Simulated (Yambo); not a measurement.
One stored BSE kernel of dimension 2304 for BiClO (space group P4/nmm, No. 129) (Yambo, PBEsol bands; 6×6×4 mesh, 8 valence and 2 conduction bands, static screening with 70 bands and a 3 Ry block, scissor 1.22 eV, Tamm-Dancoff; broadening 0.15 eV; field along x), solved in several ways.

| solver | iterations | largest change of Im ε (% of its maximum) | rough time |
|---|---|---|---|
| Haydock, threshold 2 % | 4 | 83 | within a factor of two |
| Haydock, threshold 0.5 % | 10 | 20 | within a factor of two |
| Haydock, threshold 0.1 % | 18 | 6.4 | within a factor of two |
| Haydock, threshold 0.005 % | 34 | 0.4 | 1 |
| SLEPc, lowest 10 states | – | no full spectrum | within a factor of two |
| SLEPc, lowest 60 states | – | no full spectrum | within a factor of two |
| full diagonalisation | – | reference | about 5× |

Haydock gives the spectrum without eigenstates, SLEPc the lowest states alone, full diagonalisation everything at a cost that grows as the cube of the dimension. Times include reading the kernel. Times are rough ratios from shared machines. Mesh and scissor weren't tested; the rows compare only with each other.

Spin-orbit coupling is not included.

Geometry of the Materials Project entry, not relaxed at this level; primitive cell a = b = 3.8934 Å, c = 7.4932 Å, α = β = γ = 90.00°.
